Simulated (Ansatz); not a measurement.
Ansatz (an electronic-structure program) input:

Ansatz 0.2 input:
```yaml
crystal:
  lattice:
    - [0.0, 2.5247359687, 2.5247359687]
    - [2.5247359687, 0.0, 2.5247359687]
    - [2.5247359687, 2.5247359687, 0.0]
  atoms:
    - { symbol: Ir, position: [0.0, 0.0, 0.0] }
    - { symbol: Al, position: [0.5, 0.5, 0.5] }
kpoints:
  mp_grid: { grid: [10, 10, 10] }
  band_path:
    path:
      - [[0.0, 0.0, 0.0], [0.5, 0.0, 0.5], [0.625, 0.25, 0.625]]  # Γ-X-U
      - [[0.375, 0.375, 0.75], [0.0, 0.0, 0.0], [0.5, 0.5, 0.5], [0.5, 0.25, 0.75], [0.5, 0.0, 0.5]]  # K-Γ-L-W-X
    npoints: 12
basis: { ecutwfc: 600, xc_grid: 2 }
hamiltonian:
  xc: pbe
  pseudopotentials: { azcp: { folder: ./paw }, kind: paw_fr }
magnetization: { noncollinear: true, spin_orbit: true }
scf:
  n_extra_bands: 12
  convergence: { dr2_threshold: 0.0000000001 }
  occupations: { method: gaussian, width: 0.05 }
output: { eigenvalues: true }
```

Output (shortened):

```
Pseudopotential: Ir, paw, valence charge 17
Pseudopotential: Al, paw, valence charge 3
Functional definition: PBE
non-collinear run that drives no moment, with spin-orbit …
Crystal: 2 atoms, lattice volume = 32.187 Å³
Basis set: ecut = 600 eV, 1067 PW (Γ), exchange–correlation on 60×60×60 points (8 copies of the dense FFT grid, shifted against one another)
Bands: 32, of which v1, the nominal top of the filled ones, is band 20 counted from 1 (19 counted from 0)
Symmetry: 48 space group operations + 48 with time reversal
k-points: 47 of 1000
Projection manifold: j_resolved (fully-relativistic pseudo-atomic orbitals)
SCF iter   1: F=—  HF=-12506.368798 eV  |F-HF|=—  |Δ(HF+E_count)|=         —  Δρ=2.21e-2  dr2=2.26e-1  dr2_m=0.00e0 (ungated)  ethr=3.10e-3  |M|=0.00e0 ∫|m|=0.00e0 μB  |m|>n=0.0e0 m-floor=0.0e0 τ_xc=0.0e0  β_m=0.30  ⟨swp⟩=6.4  Hψ=4621  notcnv=0  defer=42
preconditioner: auto → none
SCF iter   2: F=—  HF=-12506.320300 eV  |F-HF|=—  |Δ(HF+E_count)|=   4.85e-2  Δρ=1.42e-2  dr2=5.06e-2  dr2_m=0.00e0 (ungated)  ethr=1.13e-3  |M|=0.00e0 ∫|m|=0.00e0 μB  |m|>n=0.0e0 m-floor=0.0e0 τ_xc=0.0e0  β_m=0.36  ⟨swp⟩=2.0  Hψ=1084  notcnv=0  defer=272
SCF iter   3: F=—  HF=-12506.299472 eV  |F-HF|=—  |Δ(HF+E_count)|=   2.08e-2  Δρ=7.56e-3  dr2=1.60e-2  dr2_m=0.00e0 (ungated)  ethr=2.53e-4  |M|=0.00e0 ∫|m|=0.00e0 μB  |m|>n=0.0e0 m-floor=0.0e0 τ_xc=0.0e0  β_m=0.53  ⟨swp⟩=3.0  Hψ=997  notcnv=0  defer=272
SCF iter   4: F=—  HF=-12506.288053 eV  |F-HF|=—  |Δ(HF+E_count)|=   1.14e-2  Δρ=1.16e-3  dr2=2.01e-4  dr2_m=0.00e0 (ungated)  ethr=8.00e-5  |M|=0.00e0 ∫|m|=0.00e0 μB  |m|>n=0.0e0 m-floor=0.0e0 τ_xc=0.0e0  β_m=0.70  ⟨swp⟩=2.2  Hψ=1053  notcnv=0  defer=272
SCF iter   5: F=—  HF=-12506.287983 eV  |F-HF|=—  |Δ(HF+E_count)|=   7.09e-5  Δρ=2.35e-4  dr2=2.33e-5  dr2_m=0.00e0 (ungated)  ethr=1.00e-6  |M|=0.00e0 ∫|m|=0.00e0 μB  |m|>n=0.0e0 m-floor=0.0e0 τ_xc=0.0e0  β_m=0.65  ⟨swp⟩=2.5  Hψ=1067  notcnv=0  defer=272
SCF iter   6: F=—  HF=-12506.287976 eV  |F-HF|=—  |Δ(HF+E_count)|=   6.73e-6  Δρ=2.44e-5  dr2=1.79e-7  dr2_m=0.00e0 (ungated)  ethr=1.16e-7  |M|=0.00e0 ∫|m|=0.00e0 μB  |m|>n=0.0e0 m-floor=0.0e0 τ_xc=0.0e0  β_m=0.83  ⟨swp⟩=2.3  Hψ=860  notcnv=0  defer=272
SCF iter   7: F=—  HF=-12506.287978 eV  |F-HF|=—  |Δ(HF+E_count)|=   2.29e-6  Δρ=1.83e-6  dr2=9.91e-10  dr2_m=0.00e0 (ungated)  ethr=8.93e-10  |M|=0.00e0 ∫|m|=0.00e0 μB  |m|>n=0.0e0 m-floor=0.0e0 τ_xc=0.0e0  β_m=0.77  ⟨swp⟩=2.1  Hψ=878  notcnv=0  defer=272
SCF iter   8: F=-12506.287978 eV  HF=-12506.287978 eV  |F-HF|=3.64e-12  |Δ(HF+E_count)|=  6.00e-11  Δρ=2.88e-7  dr2=1.58e-11  dr2_m=0.00e0 (ungated)  ethr=1.00e-12  |M|=0.00e0 ∫|m|=0.00e0 μB  |m|>n=0.0e0 m-floor=0.0e0 τ_xc=0.0e0  ⟨swp⟩=8.2  Hψ=2996  notcnv=0
SCF 1 converged in 8 iterations: F = -12506.287978 eV  dr2 = 1.58e-11
NSCF: frozen V_eff on 74 k-points
SCF converged after 8 iterations
Magnetization: |M| = 0.0000 μB,  M = (+0.0000, +0.0000, +0.0000) μB
Absolute magnetization: 0.0000 μB (∫|m|)
  site 0: m = (+0.0000, +0.0000, +0.0000) μB, |m| = 0.0000 μB  (R = 1.04 Å)
  site 1: m = (+0.0000, +0.0000, +0.0000) μB, |m| = 0.0000 μB  (R = 1.04 Å)
Free energy (F): -12506.287978 eV
Harris-Foulkes:  -12506.287978 eV  (|F-HF|=3.64e-12)
Internal energy: -12506.287974 eV  (E = F + TS)
E sigma→0 (E₀):  -12506.287976 eV
Entropy (-TS):   -0.000005 eV (-0.002 meV/atom)
Fermi energy:    14.228095 eV
--- Per-component energies (eV) ---
  E_band       = -229.384802
  E_kinetic    = 554.047689
  E_local      = -1842.788032  (includes V_loc(G=0)·N_el)
  E_nonlocal   = 208.274101
  E_hartree    = 708.902982
  E_xc         = -263.352986
  E_vxc        = -280.085505  (∫ρ·V_xc dr)
  E_paw        = -9764.751880  (= ΣΔE_a)
  E_vpaw       = -286.638877  (= ΣTr[D̂ρ^β])
  E_aug_tail   = 0.000040  (compensation charges beyond the density's cutoff)
  E_ewald      = -2106.619887
  E_smearing   = -0.000005  (= −TS)
  E_closure    = 0.000000  (closes the sum)
  Σ components = -12506.287978   (vs F -12506.287978, Δ=0.00e0)
  [band-id]    e_kinetic+e_local+e_nonlocal+2·e_hartree+e_vxc+e_vpaw+e_augmentation_tail = -229.384621   (vs E_band -229.384802, Δ=1.82e-4)
--- Band table (eV; the first three rows and the last of 47) ---
  k-point 0: bands = ["-76.8432", "-76.8432", "-43.7358", "-43.7358", "-30.2604", "-30.2604", "-30.2604", "-30.2604", "4.4511", "4.4511", "11.1764", "11.1764", "11.1764", "11.1764", "12.0724", "12.0724", "12.2584", "12.2584", "12.2584", "12.2584", "19.8478", …
  k-point 1: bands = ["-76.8431", "-76.8431", "-43.7364", "-43.7364", "-30.2642", "-30.2642", "-30.2613", "-30.2613", "4.6568", "4.6568", "11.1553", "11.1553", "11.1568", "11.1568", "12.0921", "12.0921", "12.1321", "12.1321", "12.2931", "12.2931", "19.4957", …
  k-point 2: bands = ["-76.8429", "-76.8429", "-43.7381", "-43.7381", "-30.2739", "-30.2739", "-30.2636", "-30.2636", "5.2593", "5.2593", "10.9982", "10.9982", "11.0317", "11.0317", "11.7995", "11.7995", "12.2917", "12.2917", "12.4955", "12.4955", "18.0294", …
  k-point 46: bands = ["-76.8421", "-76.8421", "-43.7443", "-43.7443", "-30.2965", "-30.2965", "-30.2860", "-30.2860", "8.5039", "8.5039", "10.4421", "10.4421", "10.7690", "10.7690", "11.3229", "11.3229", "13.7033", "13.7033", "13.8365", "13.8365", "15.0282", …
```

Cost: very roughly 28 core-seconds on shared cores.

Space group Fm-3m (rock salt). The start of the workflow was typed in or built on a structure type; neither database checked (COD, Materials Project) lists it. Whether it is the stable phase at ambient conditions was not checked. The PBE relaxation kept the symmetry of its start; whether a distortion lowers the energy is not shown. No spin polarisation was allowed.

Potentials: the earlier of the program's two PAW sets.

Ansatz is a plane-wave DFT program.
